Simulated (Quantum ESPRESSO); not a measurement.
# AlSi2FO5: one run as intended and one with a planted mistake

A calculation, not a measurement. The program is pw.x of Quantum ESPRESSO 7.5 (plane-wave density functional theory). The cell is made up: 9 atoms on a quartz lattice, with randomly drawn elements, strain and displacements, not relaxed. PseudoDojo standard norm-conserving files (v0.5 for PBE, v0.4.1 for LDA and PBEsol) set the functional; there is no spin polarisation, spin-orbit coupling or dispersion term, and the masses in the input are unused placeholders.

Intended input:

```
&control calculation='scf', pseudo_dir='./dojo.nc.sr.pbe.v0_5.standard.upf', outdir='./o', disk_io='low', tprnfor=.true., tstress=.true. /
&system ibrav=0, nat=9, ntyp=4, nbnd=30, ecutwfc=84.00895049, nosym=.true., tot_charge=0,
 occupations='smearing', smearing='fd', degauss=0.0018374661
/
&electrons conv_thr=7.350e-09, electron_maxstep=60, /
ATOMIC_SPECIES
Al 1.0 Al.upf
F 1.0 F.upf
O 1.0 O.upf
Si 1.0 Si.upf
CELL_PARAMETERS angstrom
4.9859 0.0352 -0.0297
-2.4625 4.2916 -0.0424
-0.0326 -0.0726 5.4903
ATOMIC_POSITIONS angstrom
Al 2.1976 -0.0869 3.6967
Si -1.0442 2.1304 1.7425
Si 1.3627 2.2137 0.0678
F 1.3599 1.1314 4.3
O 3.3369 0.5056 2.6139
O 2.8371 2.4719 0.4604
O 0.2777 1.9293 1.1306
O -1.0384 3.0329 3.0557
O 0.8575 3.7138 4.6542
K_POINTS automatic
5 5 4 1 1 1
```

The log is shortened where brackets say so; the opening notice, blank lines, dates and the lines on written files are dropped, and the path of the files is cut. It prints rydbergs, bohrs and kilobars, and counts compression as positive stress. Where no state is partly filled, the Fermi energy that it prints is only some level between the filled and the empty states on the mesh, and need not lie in the true gap.

Log of the intended run:

```
     Program PWSCF v.7.5
     Parallel version (MPI & OpenMP), running on       4 processor cores
     Number of MPI processes:                 4
     Threads/MPI process:                     1
     [start-up lines left out]
     bravais-lattice index     =            0
     lattice parameter (alat)  =       9.4224  a.u.
     unit-cell volume          =     795.8295 (a.u.)^3
     number of atoms/cell      =            9
     number of atomic types    =            4
     number of electrons       =        48.00
     number of Kohn-Sham states=           30
     kinetic-energy cutoff     =      84.0090  Ry
     charge density cutoff     =     336.0358  Ry
     scf convergence threshold =      7.3E-09
     mixing beta               =       0.7000
     number of iterations used =            8  plain     mixing
     Exchange-correlation= PBE
                           (   1   4   3   4   0   0   0)
     [axes and pseudopotential details left out]
   Cartesian axes
     site n.     atom                  positions (alat units)
         1        Al     tau(   1) = (   0.4407441  -0.0174284   0.7413992  )
         2        Si     tau(   2) = (  -0.2094217   0.4272667   0.3494706  )
         3        Si     tau(   3) = (   0.2732991   0.4439731   0.0135978  )
         4        F      tau(   4) = (   0.2727375   0.2269102   0.8623953  )
         5        O      tau(   5) = (   0.6692388   0.1014016   0.5242360  )
         6        O      tau(   6) = (   0.5690004   0.4957569   0.0923365  )
         7        O      tau(   7) = (   0.0556947   0.3869347   0.2267498  )
         8        O      tau(   8) = (  -0.2082584   0.6082694   0.6128421  )
         9        O      tau(   9) = (   0.1719777   0.7448287   0.9334326  )
     number of k points=    50  Fermi-Dirac smearing, width (Ry)=  0.0018
                       cart. coord. in units 2pi/alat
        k(    1) = (   0.0994664   0.1744066   0.1164178), wk =   0.0400000
        k(    2) = (   0.1007979   0.1774142   0.3435074), wk =   0.0400000
     [further k points left out]
     Dense  grid:    82831 G-vectors     FFT dimensions: (  60,  60,  64)
     Estimated max dynamical RAM per process >     170.06 MB
     Estimated total dynamical RAM >     619.59 MB
     Initial potential from superposition of free atoms
     starting charge      47.9963, renormalised to      48.0000
     Starting wfcs are   36 randomized atomic wfcs
     total cpu time spent up to now is        2.7 secs
     per-process dynamical memory:   130.5 Mb
     Self-consistent Calculation
     iteration #  1     ecut=    84.01 Ry     beta= 0.70
     Davidson diagonalization with overlap
     ethr =  1.00E-02,  avg # of iterations =  3.0
     total cpu time spent up to now is        7.3 secs
     total energy              =    -235.48010520 Ry
     estimated scf accuracy    <       2.87039643 Ry
     iteration #  2     ecut=    84.01 Ry     beta= 0.70
     Davidson diagonalization with overlap
     ethr =  5.98E-03,  avg # of iterations =  2.1
     total cpu time spent up to now is       11.6 secs
     total energy              =    -235.99646597 Ry
     estimated scf accuracy    <       3.18587573 Ry
     [iterations 3 to 10 left out]
     iteration # 11     ecut=    84.01 Ry     beta= 0.70
     Davidson diagonalization with overlap
     ethr =  5.47E-10,  avg # of iterations =  2.0
     total cpu time spent up to now is       48.4 secs
     total energy              =    -236.70309195 Ry
     estimated scf accuracy    <       0.00000004 Ry
     iteration # 12     ecut=    84.01 Ry     beta= 0.70
     Davidson diagonalization with overlap
     ethr =  8.82E-11,  avg # of iterations =  2.0
     total cpu time spent up to now is       52.2 secs
     End of self-consistent calculation
     [lines on levels left out]
     the Fermi energy is     5.6318 ev
!    total energy              =    -236.70309196 Ry
     estimated scf accuracy    <          3.0E-09 Ry
     smearing contrib. (-TS)   =       0.00000000 Ry
     internal energy E=F+TS    =    -236.70309196 Ry
     The total energy is F=E-TS. E is the sum of the following terms:
     one-electron contribution =    -120.36271798 Ry
     hartree contribution      =      85.78787182 Ry
     xc contribution           =     -62.40830258 Ry
     ewald contribution        =    -139.71994322 Ry
     convergence has been achieved in  12 iterations
     Forces acting on atoms (cartesian axes, Ry/au):
     atom    1 type  1   force =     0.18273417    0.09569846   -0.08380427
     atom    2 type  4   force =    -0.36669192   -0.14608030    0.22788098
     atom    3 type  4   force =    -0.04667209    0.30291056   -0.13338219
     atom    4 type  2   force =    -0.12785564    0.09384055    0.05111203
     atom    5 type  3   force =     0.07624744    0.19153065   -0.18742826
     atom    6 type  3   force =     0.10290539   -0.00595962    0.07122795
     atom    7 type  3   force =     0.20759984   -0.08855304   -0.07074205
     atom    8 type  3   force =    -0.19286070   -0.20771855   -0.15786323
     atom    9 type  3   force =     0.16459353   -0.23566871    0.28299904
     Total force =     0.902245     Total SCF correction =     0.000085
     Computing stress (Cartesian axis) and pressure
          total   stress  (Ry/bohr**3)                   (kbar)     P=      181.30
   0.00206431  -0.00003309  -0.00014408          303.67       -4.87      -21.19
  -0.00003309   0.00057516   0.00108834           -4.87       84.61      160.10
  -0.00014408   0.00108834   0.00105789          -21.19      160.10      155.62
     init_run     :      2.52s CPU      2.62s WALL (       1 calls)
     electrons    :     49.12s CPU     49.54s WALL (       1 calls)
     forces       :      0.82s CPU      0.82s WALL (       1 calls)
     stress       :      2.66s CPU      2.66s WALL (       1 calls)
     [timing details left out]
     PWSCF        :     55.20s CPU     55.77s WALL
     JOB DONE.
```

A second run has one planted mistake: the plane-wave cutoff is too low. The input lines that differ, file-writing options aside:

```
- &system ibrav=0, nat=9, ntyp=4, nbnd=30, ecutwfc=84.00895049, nosym=.true., tot_charge=0,
+ &system ibrav=0, nat=9, ntyp=4, nbnd=30, ecutwfc=43.21720288, nosym=.true., tot_charge=0,
```

Its log:

```
     Program PWSCF v.7.5
     Parallel version (MPI & OpenMP), running on       4 processor cores
     Number of MPI processes:                 4
     Threads/MPI process:                     1
     [start-up lines left out]
     bravais-lattice index     =            0
     lattice parameter (alat)  =       9.4224  a.u.
     unit-cell volume          =     795.8295 (a.u.)^3
     number of atoms/cell      =            9
     number of atomic types    =            4
     number of electrons       =        48.00
     number of Kohn-Sham states=           30
     kinetic-energy cutoff     =      43.2172  Ry
     charge density cutoff     =     172.8688  Ry
     scf convergence threshold =      7.3E-09
     mixing beta               =       0.7000
     number of iterations used =            8  plain     mixing
     Exchange-correlation= PBE
                           (   1   4   3   4   0   0   0)
     [axes and pseudopotential details left out]
   Cartesian axes
     site n.     atom                  positions (alat units)
         1        Al     tau(   1) = (   0.4407441  -0.0174284   0.7413992  )
         2        Si     tau(   2) = (  -0.2094217   0.4272667   0.3494706  )
         3        Si     tau(   3) = (   0.2732991   0.4439731   0.0135978  )
         4        F      tau(   4) = (   0.2727375   0.2269102   0.8623953  )
         5        O      tau(   5) = (   0.6692388   0.1014016   0.5242360  )
         6        O      tau(   6) = (   0.5690004   0.4957569   0.0923365  )
         7        O      tau(   7) = (   0.0556947   0.3869347   0.2267498  )
         8        O      tau(   8) = (  -0.2082584   0.6082694   0.6128421  )
         9        O      tau(   9) = (   0.1719777   0.7448287   0.9334326  )
     number of k points=    50  Fermi-Dirac smearing, width (Ry)=  0.0018
                       cart. coord. in units 2pi/alat
        k(    1) = (   0.0994664   0.1744066   0.1164178), wk =   0.0400000
        k(    2) = (   0.1007979   0.1774142   0.3435074), wk =   0.0400000
     [further k points left out]
     Dense  grid:    30533 G-vectors     FFT dimensions: (  40,  40,  45)
     Estimated max dynamical RAM per process >      64.03 MB
     Estimated total dynamical RAM >     233.77 MB
     Check: negative core charge=   -0.000284
     Initial potential from superposition of free atoms
     starting charge      47.9963, renormalised to      48.0000
     Starting wfcs are   36 randomized atomic wfcs
     total cpu time spent up to now is        1.2 secs
     per-process dynamical memory:    53.0 Mb
     Self-consistent Calculation
     iteration #  1     ecut=    43.22 Ry     beta= 0.70
     Davidson diagonalization with overlap
     ethr =  1.00E-02,  avg # of iterations =  3.0
     total cpu time spent up to now is        2.8 secs
     total energy              =    -234.95114356 Ry
     estimated scf accuracy    <       2.33460839 Ry
     iteration #  2     ecut=    43.22 Ry     beta= 0.70
     Davidson diagonalization with overlap
     ethr =  4.86E-03,  avg # of iterations =  2.0
     total cpu time spent up to now is        4.2 secs
     total energy              =    -235.33760261 Ry
     estimated scf accuracy    <       2.47943904 Ry
     [iterations 3 to 10 left out]
     iteration # 11     ecut=    43.22 Ry     beta= 0.70
     Davidson diagonalization with overlap
     ethr =  1.67E-10,  avg # of iterations =  2.0
     total cpu time spent up to now is       16.2 secs
     total energy              =    -235.90647854 Ry
     estimated scf accuracy    <       0.00000001 Ry
     iteration # 12     ecut=    43.22 Ry     beta= 0.70
     Davidson diagonalization with overlap
     ethr =  2.64E-11,  avg # of iterations =  2.0
     total cpu time spent up to now is       17.4 secs
     End of self-consistent calculation
     [lines on levels left out]
     the Fermi energy is     5.4769 ev
!    total energy              =    -235.90647855 Ry
     estimated scf accuracy    <          1.1E-09 Ry
     smearing contrib. (-TS)   =       0.00000000 Ry
     internal energy E=F+TS    =    -235.90647855 Ry
     The total energy is F=E-TS. E is the sum of the following terms:
     one-electron contribution =    -118.59477780 Ry
     hartree contribution      =      84.55200010 Ry
     xc contribution           =     -62.14375696 Ry
     ewald contribution        =    -139.71994388 Ry
     convergence has been achieved in  12 iterations
     Forces acting on atoms (cartesian axes, Ry/au):
     atom    1 type  1   force =     0.17932043    0.09666155   -0.08318073
     atom    2 type  4   force =    -0.36970967   -0.14585430    0.22793856
     atom    3 type  4   force =    -0.04824411    0.30133023   -0.13316635
     atom    4 type  2   force =    -0.13188710    0.09522026    0.04839105
     atom    5 type  3   force =     0.08115455    0.19266233   -0.19073459
     atom    6 type  3   force =     0.10923650   -0.00474432    0.07208618
     atom    7 type  3   force =     0.20645316   -0.09487707   -0.06454064
     atom    8 type  3   force =    -0.19730956   -0.21078513   -0.15836412
     atom    9 type  3   force =     0.17098580   -0.22961355    0.28157064
     Total force =     0.905927     Total SCF correction =     0.000054
     Computing stress (Cartesian axis) and pressure
          total   stress  (Ry/bohr**3)                   (kbar)     P=     -365.06
  -0.00166770  -0.00004632  -0.00016005         -245.33       -6.81      -23.54
  -0.00004632  -0.00313923   0.00110636           -6.81     -461.80      162.75
  -0.00016005   0.00110636  -0.00263786          -23.54      162.75     -388.04
     init_run     :      1.11s CPU      1.14s WALL (       1 calls)
     electrons    :     16.12s CPU     16.26s WALL (       1 calls)
     forces       :      0.25s CPU      0.25s WALL (       1 calls)
     stress       :      0.88s CPU      0.88s WALL (       1 calls)
     [timing details left out]
     PWSCF        :     18.43s CPU     18.62s WALL
     JOB DONE.
```

```
                                            intended run  run with the mistake
                          free energy (eV)     -3220.510             -3209.671
                    smearing term -TS (eV)        0.0000                0.0000
                            pressure (GPa)         18.13                -36.51
            largest force component (eV/Å)         9.428                 9.506
largest change of a force component (eV/Å)                               0.164
                                iterations            12                    12
```

For scale, a rerun of the intended cell at a cutoff of 1437 eV and k mesh 7 x 7 x 6 moved values by no more than 0.003 eV in energy, 0.02 GPa in stress and 0.002 eV/Å in force.